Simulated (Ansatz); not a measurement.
Ansatz input file:

```yaml
crystal:
  lattice:
    - [5.590745, 0.001106, 0.000706]
    - [0.001106, 5.586623, -0.000496]
    - [0.000705, -0.000495, 5.583795]
  atoms:
    - { symbol: Fe, position: [0.4992286907, 0.0008454993, 0.4992293184], spin: 2.48 }
    - { symbol: Fe, position: [0.7491327208, 0.2506251651, 0.7504742942], spin: 2.63 }
    - { symbol: Co, position: [0.2491950468, 0.7504967183, 0.2503722141], spin: 1.96 }
    - { symbol: Fe, position: [0.249113325, 0.7507033583, 0.7504344671], spin: 2.55 }
    - { symbol: Fe, position: [0.248916315, 0.2506548317, 0.7492480817], spin: 2.57 }
    - { symbol: Fe, position: [0.9999479518, 0.9996670957, 0.49809517], spin: 2.52 }
    - { symbol: Fe, position: [0.7490892729, 0.2506117663, 0.2494404865], spin: 2.56 }
    - { symbol: Fe, position: [0.7490975945, 0.7506855241, 0.7494536362], spin: 2.57 }
    - { symbol: Fe, position: [0.7491156506, 0.7508209336, 0.2480898531], spin: 2.55 }
    - { symbol: Fe, position: [0.9986864197, 0.5005291654, 0.499194114], spin: 2.48 }
    - { symbol: Fe, position: [0.4978671807, 0.9997027209, 0.0001250653], spin: 2.46 }
    - { symbol: Fe, position: [0.2491303016, 0.2506424498, 0.2484024737], spin: 2.55 }
    - { symbol: Fe, position: [9.56439e-05, 0.5016482692, 0.0001008197], spin: 2.46 }
    - { symbol: Co, position: [0.9983911133, 0.0013423289, 0.9985318318], spin: 1.94 }
    - { symbol: Fe, position: [0.4982255255, 0.5016006415, 0.4980543066], spin: 2.52 }
    - { symbol: Co, position: [0.4996414028, 0.4999540628, 0.9984413019], spin: 1.94 }
basis:
  ecutwfc: 420
kpoints:
  mp_grid: { grid: [6, 6, 6] }
hamiltonian:
  xc: pbesol
scf:
  occupations: { method: gaussian, width: 0.1 }
  lower_state_search: "off"
  n_extra_bands: 27
output:
  forces: true
  stress: true
  eigenvalues: true
  populations: true
  dos:
    method: { smearing: { sigma: 0.1, scheme: gaussian } }
    projected: true
    de: 0.02
magnetization:
  spin_polarized: true
```

Run as
```bash
ansatz run input.yaml --threads 4 --pin off --max-ram 9216MiB --backend cpu --events-out ev --progress --plain --runs-dir out
```

These are results of DFT PBEsol, scalar-relativistic, plane waves, PAW (Ansatz), not measurements.

Abridged output:

```
Warning: the band count 157 (scf.n_extra_bands) hosts the net moment |M| = 38.7400 μB (N_el = 259) but caps the reachable moment at 2·n_bands − N_el = 55.0000 μB, below the 179 bands that the automatic rule leaves for it — a moment growing past the seed, or the majority channel's smearing tail, pins there with fewer empty majority states than that count leaves; raise or omit scf.n_extra_bands unless the cap is intended
scf.n_extra_bands = 27 over 130 filled bands (N_el = 259.0): the run solves 157 bands
Pseudopotentials: kind: paw
Pseudopotential: Fe, paw, valence charge 16, recommended cutoff 420 eV (normal)
Pseudopotential: Co, paw, valence charge 17, recommended cutoff 420 eV (normal)
Functional definition: PBEsol
Crystal: 16 atoms, lattice volume = 174.401 Å³
Basis set: ecut = 420 eV, 3407 PW (Γ), exchange–correlation on 80×80×80 points (8 copies of the dense FFT grid, shifted against one another)
Bands: 157, of which v1, the nominal top of the filled ones, is band 130 counted from 1 (129 counted from 0)
Symmetry: 1 space group operations
Space group: P1 (ITA 1), of the structure as read, at distance tolerance 5.6e-5 Å
Magnetic group: BNS 1.1 (UNI 1), of the structure as read, at distance tolerance 5.6e-5 Å
k-points: 112 of 216 (time reversal used)
Initial density: superposition of atomic densities (chi_scale 0.1, normalization cell)
Starting moments: Σ|m| = 38.74 μB on 16 of 16 sites
Initial wavefunctions: pseudopotential atomic-orbital guess
Functional: x = pbesol(κ = 0.804, μ = 0.12345679), c = pbesol(β = 0.046)
SCF iter   1: F=—  HF=-73113.594074 eV  |F-HF|=—  |Δ(HF+E_count)|=         —  Δρ=6.38e-2 (↑4.14e-2 ↓6.38e-2) dr2=9.25e0  dr2_m=1.14e0  M=35.235 μB ∫|m|=35.471 μB  β_m=0.30  ethr=3.10e-3  ⟨swp⟩=4.2  Hψ=106858  notcnv=0
spin=Collinear: Kerker preconditioning applied to the charge; magnetization (m = ρ↑ − ρ↓) channel mixes plain (no charge-response kernel on spin).
SCF iter   2: F=—  HF=-73113.322582 eV  |F-HF|=—  |Δ(HF+E_count)|=   2.71e-1  Δρ=3.71e-2 (↑1.96e-2 ↓3.71e-2) dr2=2.54e0  dr2_m=5.53e-1  M=35.264 μB ∫|m|=35.731 μB  β_m=0.30  ethr=3.10e-3  ⟨swp⟩=2.3  Hψ=56385  notcnv=0  defer=863
SCF iter   3: F=—  HF=-73113.640094 eV  |F-HF|=—  |Δ(HF+E_count)|=   3.18e-1  Δρ=4.04e-2 (↑1.19e-2 ↓4.04e-2) dr2=3.12e0  dr2_m=6.57e-1  M=35.639 μB ∫|m|=36.329 μB  β_m=0.30  ethr=9.81e-4  ⟨swp⟩=2.1  Hψ=51205  notcnv=0  defer=863
SCF iter   4: F=—  HF=-73113.672037 eV  |F-HF|=—  |Δ(HF+E_count)|=   3.19e-2  Δρ=1.82e-2 (↑1.09e-2 ↓1.82e-2) dr2=1.51e-1  dr2_m=3.08e-1  M=35.601 μB ∫|m|=36.478 μB  β_m=0.30  ethr=9.81e-4  ⟨swp⟩=2.0  Hψ=45109  notcnv=0  defer=859
SCF iter   5: F=—  HF=-73113.813388 eV  |F-HF|=—  |Δ(HF+E_count)|=   1.41e-1  Δρ=1.35e-2 (↑9.94e-3 ↓1.35e-2) dr2=1.08e-1  dr2_m=1.82e-1  M=35.578 μB ∫|m|=36.605 μB  β_m=0.30  ethr=5.81e-5  ⟨swp⟩=2.0  Hψ=52849  notcnv=0  defer=854
SCF iter   6: F=—  HF=-73113.946525 eV  |F-HF|=—  |Δ(HF+E_count)|=   1.33e-1  Δρ=1.14e-2 (↑1.14e-2 ↓8.16e-3) dr2=9.22e-2  dr2_m=1.30e-1  M=35.594 μB ∫|m|=36.738 μB  β_m=0.30  ethr=4.18e-5  ⟨swp⟩=2.6  Hψ=69813  notcnv=0  defer=854
SCF iter   7: F=—  HF=-73113.998965 eV  |F-HF|=—  |Δ(HF+E_count)|=   5.24e-2  Δρ=9.39e-3 (↑9.39e-3 ↓6.04e-3) dr2=3.73e-2  dr2_m=8.72e-2  M=35.623 μB ∫|m|=36.869 μB  β_m=0.30  ethr=3.56e-5  ⟨swp⟩=1.6  Hψ=36610  notcnv=0  defer=854
SCF iter   8: F=—  HF=-73114.025883 eV  |F-HF|=—  |Δ(HF+E_count)|=   2.69e-2  Δρ=7.36e-3 (↑7.36e-3 ↓5.02e-3) dr2=8.75e-3  dr2_m=6.02e-2  M=35.659 μB ∫|m|=36.986 μB  β_m=1.00  ethr=1.44e-5  ⟨swp⟩=1.8  Hψ=38161  notcnv=0  defer=854
SCF iter   9: F=—  HF=-73114.038764 eV  |F-HF|=—  |Δ(HF+E_count)|=   1.29e-2  Δρ=1.84e-3 (↑1.79e-3 ↓1.84e-3) dr2=1.54e-3  dr2_m=4.81e-3  M=35.651 μB ∫|m|=37.171 μB  β_m=1.00  ethr=3.38e-6  ⟨swp⟩=2.0  Hψ=63085  notcnv=0  defer=854
SCF iter  10: F=—  HF=-73114.048407 eV  |F-HF|=—  |Δ(HF+E_count)|=   9.64e-3  Δρ=1.43e-3 (↑6.06e-4 ↓1.43e-3) dr2=2.93e-3  dr2_m=8.06e-4  M=35.674 μB ∫|m|=37.248 μB  β_m=0.30  ethr=5.95e-7  ⟨swp⟩=2.0  Hψ=53148  notcnv=0  defer=854
Mixer restart at iter 10: flushing history
spin-set hold released at iteration 10 (site moments contracting): the magnetisation degrees of freedom join the quasi-Newton model from the next iteration; the mixer history was flushed
SCF iter  11: F=—  HF=-73114.060497 eV  |F-HF|=—  |Δ(HF+E_count)|=   1.21e-2  Δρ=1.15e-3 (↑4.92e-4 ↓1.15e-3) dr2=9.13e-4  dr2_m=8.49e-4  M=35.692 μB ∫|m|=37.277 μB  β_m=0.65  ethr=5.95e-7  ⟨swp⟩=2.0  Hψ=62947  notcnv=0  defer=854
SCF iter  12: F=—  HF=-73114.078107 eV  |F-HF|=—  |Δ(HF+E_count)|=   1.76e-2  Δρ=5.72e-3 (↑2.94e-3 ↓5.72e-3) dr2=1.05e-1  dr2_m=6.41e-3  M=35.797 μB ∫|m|=37.414 μB  β_m=0.32  ethr=3.53e-7  ⟨swp⟩=2.2  Hψ=64826  notcnv=0  defer=854  recentre
SCF iter  13: F=—  HF=-73114.072489 eV  |F-HF|=—  |Δ(HF+E_count)|=   5.62e-3  Δρ=8.96e-4 (↑6.07e-4 ↓8.96e-4) dr2=4.04e-4  dr2_m=8.12e-4  M=35.759 μB ∫|m|=37.374 μB  β_m=0.63  ethr=3.53e-7  ⟨swp⟩=2.1  Hψ=64447  notcnv=0  defer=854
SCF iter  14: F=—  HF=-73114.074467 eV  |F-HF|=—  |Δ(HF+E_count)|=   1.98e-3  Δρ=1.92e-3 (↑1.02e-3 ↓1.92e-3) dr2=1.36e-2  dr2_m=5.00e-4  M=35.813 μB ∫|m|=37.453 μB  β_m=0.43  ethr=1.56e-7  ⟨swp⟩=2.1  Hψ=64209  notcnv=0  defer=854  recentre
SCF iter  15: F=—  HF=-73114.073726 eV  |F-HF|=—  |Δ(HF+E_count)|=   7.40e-4  Δρ=3.64e-4 (↑1.34e-4 ↓3.64e-4) dr2=3.33e-4  dr2_m=4.20e-5  M=35.819 μB ∫|m|=37.461 μB  β_m=0.57  ethr=1.56e-7  ⟨swp⟩=2.0  Hψ=63649  notcnv=0  defer=854
SCF iter  16: F=—  HF=-73114.073723 eV  |F-HF|=—  |Δ(HF+E_count)|=   2.99e-6  Δρ=3.55e-4 (↑1.48e-4 ↓3.55e-4) dr2=3.72e-4  dr2_m=2.59e-5  M=35.822 μB ∫|m|=37.464 μB  β_m=0.53  ethr=1.29e-7  ⟨swp⟩=1.6  Hψ=36997  notcnv=0  defer=854
SCF iter  17: F=—  HF=-73114.073714 eV  |F-HF|=—  |Δ(HF+E_count)|=   9.59e-6  Δρ=2.42e-4 (↑8.44e-5 ↓2.42e-4) dr2=1.61e-4  dr2_m=1.45e-5  M=35.823 μB ∫|m|=37.466 μB  β_m=0.52  ethr=1.29e-7  ⟨swp⟩=1.9  Hψ=38850  notcnv=0  defer=854
SCF iter  18: F=—  HF=-73114.073705 eV  |F-HF|=—  |Δ(HF+E_count)|=   8.41e-6  Δρ=7.79e-5 (↑3.99e-5 ↓7.79e-5) dr2=1.81e-5  dr2_m=9.96e-7  M=35.825 μB ∫|m|=37.469 μB  β_m=0.51  ethr=6.21e-8  ⟨swp⟩=1.0  Hψ=34320  notcnv=0  defer=854
SCF iter  19: F=—  HF=-73114.073735 eV  |F-HF|=—  |Δ(HF+E_count)|=   3.01e-5  Δρ=5.86e-5 (↑3.51e-5 ↓5.86e-5) dr2=1.20e-5  dr2_m=4.62e-7  M=35.825 μB ∫|m|=37.469 μB  β_m=0.49  ethr=6.99e-9  ⟨swp⟩=1.7  Hψ=38567  notcnv=0  defer=854
SCF iter  20: F=—  HF=-73114.073735 eV  |F-HF|=—  |Δ(HF+E_count)|=   3.45e-7  Δρ=2.58e-5 (↑8.38e-6 ↓2.58e-5) dr2=1.66e-6  dr2_m=2.77e-7  M=35.825 μB ∫|m|=37.468 μB  β_m=0.52  ethr=4.64e-9  ⟨swp⟩=1.4  Hψ=35005  notcnv=0  defer=854
SCF iter  21: F=—  HF=-73114.073735 eV  |F-HF|=—  |Δ(HF+E_count)|=   7.36e-8  Δρ=1.24e-5 (↑9.64e-6 ↓1.24e-5) dr2=5.91e-7  dr2_m=5.90e-8  M=35.825 μB ∫|m|=37.469 μB  β_m=0.51  ethr=6.42e-10  ⟨swp⟩=2.0  Hψ=44089  notcnv=0  defer=854
SCF iter  22: F=—  HF=-73114.073735 eV  |F-HF|=—  |Δ(HF+E_count)|=   5.37e-9  Δρ=1.10e-5 (↑5.67e-6 ↓1.10e-5) dr2=4.17e-7  dr2_m=2.82e-8  M=35.825 μB ∫|m|=37.469 μB  β_m=0.47  ethr=2.28e-10  ⟨swp⟩=2.0  Hψ=44038  notcnv=0  defer=854
SCF iter  23: F=—  HF=-73114.073735 eV  |F-HF|=—  |Δ(HF+E_count)|=   1.70e-8  Δρ=1.53e-5 (↑5.58e-6 ↓1.53e-5) dr2=6.46e-7  dr2_m=4.86e-8  M=35.825 μB ∫|m|=37.469 μB  β_m=0.36  ethr=1.61e-10  ⟨swp⟩=2.0  Hψ=41363  notcnv=0  defer=854
SCF iter  24: F=-73114.073735 eV  HF=-73114.073735 eV  |F-HF|=6.92e-8  |Δ(HF+E_count)|=   2.59e-8  Δρ=6.37e-6 (↑1.82e-6 ↓6.37e-6) dr2=9.03e-8  dr2_m=1.17e-8  M=35.825 μB ∫|m|=37.469 μB  ethr=3.86e-11  ⟨swp⟩=6.7  Hψ=116355  notcnv=0
SCF 1 converged in 24 iterations: F = -73114.073735 eV  dr2 = 9.03e-8
SCF converged after 24 iterations
Magnetization: 35.8254 μB (147.4127 up, 111.5873 down)
Absolute magnetization: 37.4721 μB (∫|ρ↑−ρ↓|, with the PAW one-centre terms)
Spin contamination: 0.5383 ħ² per cell (⟨S²⟩ above its minimum at these occupations)
Per-site moments (μB) at R_I (Å): [(2.34874790, 0.99709726), (2.45110432, 0.99340458), (1.82905006, 0.99211961), (2.39378246, 0.99470156), (2.41575851, 0.99688950), (2.35794761, 0.99254437), (2.40983753, 0.99698304), (2.41581601, 0.99681492), (2.39483811, 0.99521713), (2.34906571, 0.99712686), (2.31462606, 0.99470156), (2.39449216, 0.99496171), (2.31494635, 0.99504469), (1.80285373, 0.99343651), (2.35847493, 0.99211961), (1.80314414, 0.99340458)]
Free energy (F): -73114.073735 eV
Harris-Foulkes:  -73114.073735 eV  (|F-HF|=6.92e-8)
Internal energy: -73114.016717 eV  (E = F + TS)
E sigma→0 (E₀):  -73114.045226 eV
Entropy (-TS):   -0.057017 eV (-3.564 meV/atom)
Fermi energy:    19.307877 eV
--- Per-component energies (eV) ---
  E_band       = -3315.344266
  E_kinetic    = 5933.733809
  E_local      = -34724.650297  (includes V_loc(G=0)·N_el)
  E_nonlocal   = 4225.759702
  E_hartree    = 14583.661171
  E_xc         = -2001.527806
  E_vxc        = -2589.771427  (∫ρ·V_xc dr)
  E_paw        = -21803.235166  (= ΣΔE_a)
  E_vpaw       = -5327.742246  (= ΣTr[D̂ρ^β])
  E_aug_tail   = 0.010973  (compensation charges beyond the density's cutoff)
  E_ewald      = -39330.663983
  E_core_change = 2.894879  (= ΣΔE_core)
  E_smearing   = -0.057017  (= −TS)
--- Forces (eV/Å), atoms counted from 1 ---
  atom   1  Fe    -0.01194707    -0.01615597    -0.00240242
  atom   2  Fe    -0.00828362     0.00103983     0.02552324
  atom   3  Co    -0.00890600     0.00798016    -0.03471082
  atom   4  Fe    -0.00487601    -0.00502427     0.04136768
  atom   5  Fe     0.00771746     0.00263057     0.03478721
  atom   6  Fe     0.02088928    -0.01574086    -0.01430699
  atom   7  Fe    -0.00352636     0.00389107    -0.04307319
  atom   8  Fe    -0.00543839    -0.00069068     0.02565370
  atom   9  Fe    -0.00557497    -0.01016229    -0.03958616
  atom  10  Fe     0.02673876     0.01433678    -0.00341105
  atom  11  Fe    -0.00832892    -0.01724469     0.02194407
  atom  12  Fe    -0.00765085     0.00172229    -0.05460814
  atom  13  Fe     0.01816723     0.01746129     0.02648870
  atom  14  Co     0.01725444    -0.01322471     0.01174435
  atom  15  Fe    -0.01947936     0.01693700    -0.00890889
  atom  16  Co    -0.00675548     0.01224433     0.01350259
--- Stress (GPa, compression-positive) ---
        1.491278      -0.006381      -0.035363
       -0.006381       1.594845       0.024636
       -0.035363       0.024636       1.768453
  P = ⅓ Tr σ = 1.6182 GPa (16.182 kbar)
--- Band table (eV; the first three rows and the last of 224) ---
  k-point 0 ↑: bands = ["-76.8351", "-76.7761", "-76.7750", "-68.6698", "-68.6398", "-68.6373", "-68.6253", "-68.6193", "-68.6167", "-68.6160", "-68.5459", "-68.5345", "-68.5061", "-68.5040", "-68.5018", "-68.4834", "-40.2865", "-40.2524", "-40.2029", "-40.1641", "-40.1594", "-40.1541", "-40.1532", "-40.1521", "-40.1501", "-35.0098", "-34.9964", "-34.9931", "-34.9794", "-34.9785", "-34.9622", "-34.8881", "-34.8820", "-34.8752", "-34.8609", "-34.8488", "-34.8431", "-34.8265", "-34.8199", "-34.8094", "-34.8014", "-34.7688", "-34.7677", "-34.7660", "-34.7619", "-34.7489", "-34.7408", "-34.7354", "-34.7259", "-34.7122", "-34.7044", "-34.6997", "-34.6615", "-34.6613", "-34.6469", "-34.6426", "-34 ...
  k-point 1 ↑: bands = ["-76.8351", "-76.7761", "-76.7751", "-68.6681", "-68.6397", "-68.6384", "-68.6257", "-68.6195", "-68.6174", "-68.6161", "-68.5458", "-68.5339", "-68.5061", "-68.5026", "-68.5018", "-68.4846", "-40.2864", "-40.2523", "-40.2029", "-40.1640", "-40.1594", "-40.1541", "-40.1532", "-40.1522", "-40.1501", "-35.0010", "-34.9876", "-34.9875", "-34.9760", "-34.9721", "-34.9633", "-34.8883", "-34.8847", "-34.8800", "-34.8624", "-34.8509", "-34.8423", "-34.8304", "-34.8303", "-34.8253", "-34.8014", "-34.8010", "-34.7863", "-34.7844", "-34.7716", "-34.7455", "-34.7410", "-34.7128", "-34.7098", "-34.6957", "-34.6850", "-34.6796", "-34.6600", "-34.6451", "-34.6448", "-34.6412", "-34 ...
  k-point 2 ↑: bands = ["-76.8351", "-76.7761", "-76.7750", "-68.6639", "-68.6422", "-68.6394", "-68.6262", "-68.6201", "-68.6182", "-68.6164", "-68.5457", "-68.5328", "-68.5063", "-68.5019", "-68.4988", "-68.4878", "-40.2863", "-40.2522", "-40.2029", "-40.1639", "-40.1594", "-40.1541", "-40.1532", "-40.1523", "-40.1502", "-34.9776", "-34.9759", "-34.9671", "-34.9639", "-34.9626", "-34.9555", "-34.8967", "-34.8944", "-34.8915", "-34.8701", "-34.8674", "-34.8602", "-34.8502", "-34.8389", "-34.8378", "-34.8315", "-34.8027", "-34.8010", "-34.7988", "-34.7910", "-34.7414", "-34.7277", "-34.7021", "-34.6831", "-34.6798", "-34.6604", "-34.6530", "-34.6523", "-34.6316", "-34.6304", "-34.6263", "-34 ...
  k-point 111 ↓: bands = ["-74.5976", "-74.5654", "-74.5628", "-65.8354", "-65.8316", "-65.8295", "-65.8237", "-65.8201", "-65.8073", "-65.7913", "-65.7753", "-65.7691", "-65.7634", "-65.7452", "-65.7227", "-65.7201", "-38.0968", "-38.0788", "-38.0440", "-38.0157", "-38.0148", "-38.0135", "-38.0108", "-37.9785", "-37.9594", "-32.2268", "-32.2184", "-32.2160", "-32.2151", "-32.2096", "-32.2076", "-32.2034", "-32.1890", "-32.1878", "-32.1868", "-32.1839", "-32.1799", "-32.1627", "-32.1585", "-32.1572", "-32.0950", "-32.0917", "-32.0819", "-32.0563", "-32.0506", "-32.0483", "-32.0097", "-31.9720", "-31.9309", "-31.9201", "-31.9158", "-31.9123", "-31.9104", "-31.9077", "-31.9004", "-31.8979", "- ...
--- Löwdin populations: 16 sites ---
  site symbol q [e]    m [muB]
     0     Fe     15.7903     2.3989
     1     Fe     15.7711     2.4978
     2     Co     16.7021     1.7963
     3     Fe     15.7899     2.4408
     4     Fe     15.7789     2.4644
     5     Fe     15.7954     2.4036
     6     Fe     15.7796     2.4582
     7     Fe     15.7789     2.4644
     8     Fe     15.7900     2.4418
     9     Fe     15.7903     2.3992
    10     Fe     15.8126     2.3608
    11     Fe     15.7900     2.4415
    12     Fe     15.8125     2.3610
    13     Co     16.7085     1.7736
    14     Fe     15.7952     2.4043
    15     Co     16.7084     1.7739
  spilling = 0.013924 (of n_electrons = 259.000000)
```

The run converged.

Time: 4.1 min on 4 threads of Intel(R) Xeon(R) 6975P-C (Granite Rapids), with other jobs on the host, peak memory 4.3 GiB.

Only parallel moments were tried here.